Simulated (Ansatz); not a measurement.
The cell is COD entry 1539263, as deposited and not checked against the literature; nothing was relaxed. It is an old determination, and later ones may differ.

TiPt3: DFT, PBEsol, all-electron PAW with datasets made for the crystal, scalar-relativistic (Ansatz 0.2.0).

Command: `ansatz run input.yaml --threads 1 --pin off --max-ram 4096MiB --backend cpu --events-out ev --progress --plain --runs-dir out` The run took 27 s on 1 thread of Intel(R) Xeon(R) 6975P-C (Granite Rapids), with other jobs on the host, peak memory 0.79 GiB.

```yaml
crystal:
  lattice:
    - [3.897, 0.0, 0.0]
    - [0.0, 3.897, 0.0]
    - [0.0, 0.0, 3.897]
  atoms:
    - { symbol: Ti, position: [0.0, 0.0, 0.0] }
    - { symbol: Pt, position: [0.0, 0.5, 0.5] }
    - { symbol: Pt, position: [0.5, 0.0, 0.5] }
    - { symbol: Pt, position: [0.5, 0.5, 0.0] }
kpoints:
  mp_grid: { grid: [9, 9, 9] }
  band_path:
    path:
      - [0.0, 0.0, 0.0]
      - [0.0, 0.5, 0.0]
      - [0.5, 0.5, 0.0]
      - [0.0, 0.0, 0.0]
      - [0.5, 0.5, 0.5]
      - [0.0, 0.5, 0.0]
      - [0.5, 0.5, 0.5]
      - [0.5, 0.5, 0.0]
    npoints: 8
scf:
  occupations: { method: fermi_dirac, width: 0.05 }
hamiltonian:
  xc: pbesol
  pseudopotentials: { kind: all_electron, datasets: crystal }
output:
  forces: true
  stress: true
  eigenvalues: true
  efg: { contact_densities: true }
```

Output:

```
hamiltonian.pseudopotentials.datasets: crystal makes datasets for this crystal and solves the spheres of its atoms anew in each pass: cutoff 280.0 eV, the density's 1120.0 eV; for an error of 0.50 meV an atom under PBE, 2.0 meV for the cell; an energy difference from a run of another recipe may be off by several times the error for the cell, under r2SCAN by more, where some 0.1 meV an atom stays at smaller errors; Ti in spheres of 1.376 Å, 4 of its electrons in bands, 8 on its site; Pt in spheres of 1.376 Å, 10 of its electrons in bands, 8 on its site; only band paths and densities of states list, in semicore columns, the levels of the semicore shells that are solved separately: 3s of Ti, 3p of Ti, 5s of Pt, 5p of Pt
band count auto-derived: 25 (N_el = 34.0; filled up to band 17; 21 by the electrons, moments and atoms)
Pt: output.efg is read without spin–orbit coupling, which moves field gradients at and beside such atoms by some per cent and up to a factor of two; PAW files take it under magnetization.noncollinear and magnetization.spin_orbit
Engine: ansatz 0.2.0
Pseudopotentials: kind: all_electron
Pseudopotential: Ti, paw, valence charge 12, recommended cutoff 280 eV (normal), Koelling and Harmon's equation, gaussian nucleus
Pseudopotential: Pt, paw, valence charge 18, recommended cutoff 280 eV (normal), Koelling and Harmon's equation, gaussian nucleus
Functional definition: PBEsol
  exchange = pbesol_x
  correlation = pbesol_c
Crystal: 4 atoms, lattice volume = 59.182 Å³
Basis set: ecut = 280 eV, 619 PW (Γ), exchange–correlation on 48×48×48 points (8 copies of the dense FFT grid, shifted against one another)
Bands: 25, of which v1, the nominal top of the filled ones, is band 17 counted from 1 (16 counted from 0)
Symmetry: 48 space group operations
Space group: Pm-3m (ITA 221), of the structure as read, at distance tolerance 3.9e-5 Å
k-points: 35 of 729
Non-local potential: Ti, projectors of the file, l = 0: 1, l = 1: 1, l = 2: 2
Non-local potential: Pt, projectors of the file, l = 0: 1, l = 1: 1, l = 2: 2
PAW form: soft (Blöchl's): semilocal exchange-correlation on the pseudo side does not see the compensation charge
PAW one-centre angular grid: Ti, 590 points (default); XC on its mesh's 1951 points in the sphere
PAW one-centre angular grid: Pt, 590 points (default); XC on its mesh's 1817 points in the sphere
Initial density: superposition of atomic densities (neutral atoms: chi_scale 0, normalization atom)
Initial wavefunctions: pseudopotential atomic-orbital guess
Functional: x = pbesol(κ = 0.804, μ = 0.12345679012345678), c = pbesol(β = 0.046)
iter 1 solved again at ethr=6.45e-2 eV; its pass at ethr=1.00e-1 eV (dr2=2.19e1 eV) is discarded
SCF iter   1: F=—  HF=-1525668.479499 eV  |F-HF|=—  |Δ(HF+E_count)|=         —  Δρ=1.64e-1  dr2=2.23e1  ethr=6.45e-2  ⟨swp⟩=2.0  Hψ=4682  notcnv=0
preconditioner: auto → Kerker (q_TF=auto, 2.488 Å⁻¹)  [metal: Δε(μ)=0.010 eV  Ē_g=6.574 eV  σ=0.050 eV  W_gap=0.05  n_scr=18 (ndim 8)  ℏωp=28.1 eV  f_vac=0.000  D(μ)=5.72/eV (n_scr^D=80)]
SCF iter   2: F=—  HF=-1525666.518476 eV  |F-HF|=—  |Δ(HF+E_count)|=    1.96e0  Δρ=7.32e-2  dr2=3.89e0  ethr=6.45e-2  ⟨swp⟩=2.2  Hψ=1758  notcnv=0
preconditioner: auto → Resta (q_TF=auto, 2.488 Å⁻¹)  ε∞=16.3  [insulator: Δε(μ)=0.269 eV  Ē_g=7.198 eV  σ=0.050 eV  W_gap=0.55  n_scr=18 (ndim 8)  ℏωp=28.1 eV  f_vac=0.000  D(μ)=0.53/eV (n_scr^D=0)  ε∞_Penn≈16.3]
SCF iter   3: F=—  HF=-1525665.665889 eV  |F-HF|=—  |Δ(HF+E_count)|=   8.53e-1  Δρ=2.79e-2  dr2=5.06e-1  ethr=1.14e-2  ⟨swp⟩=3.1  Hψ=2031  notcnv=0
iter 4 solved again at ethr=1.20e-4 eV; its pass at ethr=1.49e-3 eV (dr2=4.07e-2 eV) is discarded
SCF iter   4: F=—  HF=-1525665.528205 eV  |F-HF|=—  |Δ(HF+E_count)|=   1.38e-1  Δρ=7.90e-3  dr2=4.04e-2  ethr=1.20e-4  ⟨swp⟩=2.2  Hψ=3802  notcnv=0
SCF iter   5: F=—  HF=-1525665.554925 eV  |F-HF|=—  |Δ(HF+E_count)|=   2.67e-2  Δρ=5.37e-3  dr2=2.56e-2  ethr=1.19e-4  ⟨swp⟩=3.0  Hψ=2056  notcnv=0
SCF iter   6: F=—  HF=-1525665.558243 eV  |F-HF|=—  |Δ(HF+E_count)|=   3.32e-3  Δρ=1.34e-3  dr2=1.40e-3  ethr=7.52e-5  ⟨swp⟩=2.9  Hψ=1660  notcnv=0
SCF iter   7: F=—  HF=-1525665.560759 eV  |F-HF|=—  |Δ(HF+E_count)|=   2.52e-3  Δρ=3.24e-4  dr2=7.24e-5  ethr=4.13e-6  ⟨swp⟩=3.0  Hψ=1984  notcnv=0
SCF iter   8: F=—  HF=-1525665.560759 eV  |F-HF|=—  |Δ(HF+E_count)|=   2.21e-8  Δρ=6.94e-5  dr2=3.65e-6  ethr=2.13e-7  ⟨swp⟩=3.0  Hψ=1601  notcnv=0
SCF iter   9: F=—  HF=-1525665.560759 eV  |F-HF|=—  |Δ(HF+E_count)|=   4.59e-7  Δρ=2.59e-5  dr2=6.62e-7  ethr=1.07e-8  ⟨swp⟩=3.0  Hψ=1686  notcnv=0
SCF iter  10: F=-1525665.560759 eV  HF=-1525665.560759 eV  |F-HF|=3.73e-9  |Δ(HF+E_count)|=   4.66e-8  Δρ=4.49e-6  dr2=8.27e-9  ethr=1.95e-9  ⟨swp⟩=2.0  Hψ=1516  notcnv=0
SCF 1 converged in 10 iterations: F = -1525665.560770 eV  dr2 = 8.27e-9
  Residual-converged pass: ⟨swp⟩=3.7  Hψ=2066  notcnv=0  max |occ|·‖R‖ = 6.7e-6 eV (tolerance 6.7e-6 eV)  dr2=8.29e-9  dr2_onsite=3.01e-9  max |Δocc| = 3.2e-9
  greatest PAW one-centre occupation: 0.814 electrons in one spin orbital (limit 2), on the Pt atom at site 2 (counted from 0), in its partial waves of l = 2
NSCF: frozen V_eff on 57 k-points
SCF converged after 10 iterations
Free energy (F): -1525665.560770 eV
Harris-Foulkes:  -1525665.560770 eV  (|F-HF|=3.73e-9)
Internal energy: -1525665.548891 eV  (E = F + TS)
E sigma→0 (E₀):  -1525665.554830 eV
Entropy (-TS):   -0.011878 eV (-2.970 meV/atom)
Past the cutoff: the bands carry plane waves up to 1.75 times it, of which those up to 1.5 times it add -0.000415 eV an atom, each by itself; the spheres take 0.000230 eV an atom off the energy for waves past 1.75 times it
By the cutoff:   a pressure is off by up to 0.008 GPa (1.2 times the spheres' own share and the shells' term, over an atom's volume, and 0.004 GPa: a bound that held against runs at twice the plane waves)
Past the cutoffs: a stress includes 0.0023 GPa for waves and charges beyond them, in addition to the slope of what the spheres take
In the spheres:  the bands' charges fall short by 3.8e-7 e at most (sound up to 1e-3), those of shells solved beside the bands by 7.2e-7 e (sound up to 5e-4)
Fermi energy:    26.767420 eV
--- Per-component energies (eV) ---
  The terms above E_closure are by the made datasets' own strengths, without shells solved beside the bands.
--- Forces (eV/Å), atoms counted from 1 ---
  atom   1  Ti    -0.00000000    -0.00000000     0.00000000
  atom   2  Pt    -0.00000000    -0.00000000     0.00000000
  atom   3  Pt    -0.00000000     0.00000000     0.00000000
  atom   4  Pt    -0.00000000     0.00000000     0.00000000
  max |Σ_I F_I| component: 5.86e-29 eV/Å
--- Stress (GPa, compression-positive) ---
        0.506736       0.000000      -0.000000
        0.000000       0.506736       0.000000
        0.000000       0.000000       0.506736
  P = ⅓ Tr σ = 0.5067 GPa (5.067 kbar)
  It holds what live shells' own plane waves past their cutoff add
--- PAW observables at the nuclei: V_zz in 10²¹ V/m², potentials from the cell's mean, atoms counted from 1 ---
  atom   1  Ti V_zz =    +0.000000   η = 0.0000   by run symmetry: forbidden
            electrostatic potential = -2541.138005 V   contact ρ = 56689.866933 e/Å³
  atom   2  Pt V_zz =    -7.590185   η = -0.0000   by run symmetry: allowed
            electrostatic potential = -16123.729399 V   contact ρ = 12062264.527402 e/Å³
  atom   3  Pt V_zz =    -7.590185   η = 0.0000   by run symmetry: allowed
            electrostatic potential = -16123.729400 V   contact ρ = 12062264.527391 e/Å³
  atom   4  Pt V_zz =    -7.590185   η = 0.0000   by run symmetry: allowed
            electrostatic potential = -16123.729402 V   contact ρ = 12062264.527440 e/Å³
--- Band table (eV; the first three rows and the last of 35) ---
  k-point 0: bands = ["16.4574", "19.2807", "19.6539", "19.6539", "19.9600", "19.9600", "19.9600", "23.1121", "23.1121", "23.1121", "25.0642", "25.0642", "26.2402", "26.8007", "26.8007", "26.8007", "28.1677", "28.1677", "28.2837", "28.2837", "28.2837", "28.8219"]
  k-point 1: bands = ["16.6222", "19.3853", "19.7140", "19.7916", "20.0201", "20.0619", "20.0619", "23.0112", "23.1623", "23.1623", "24.9207", "25.0855", "26.0852", "26.0852", "26.0877", "26.8012", "27.3724", "28.0268", "28.0268", "28.0886", "28.2198", "28.8175"]
  k-point 2: bands = ["17.0988", "19.6679", "19.8691", "20.1850", "20.1914", "20.3640", "20.3640", "22.7389", "23.2764", "23.2764", "24.5175", "24.9567", "24.9567", "25.1207", "25.6548", "25.8442", "26.8023", "27.5335", "27.5335", "27.8940", "27.9047", "28.8073"]
  k-point 34: bands = ["19.2226", "19.3323", "19.3323", "19.7592", "22.1965", "22.1965", "22.3198", "22.9208", "23.1183", "23.1183", "23.6836", "23.6836", "25.1621", "25.2548", "25.2548", "25.8126", "26.3137", "26.8748", "26.8748", "27.9416", "27.9416", "28.3466"]
```
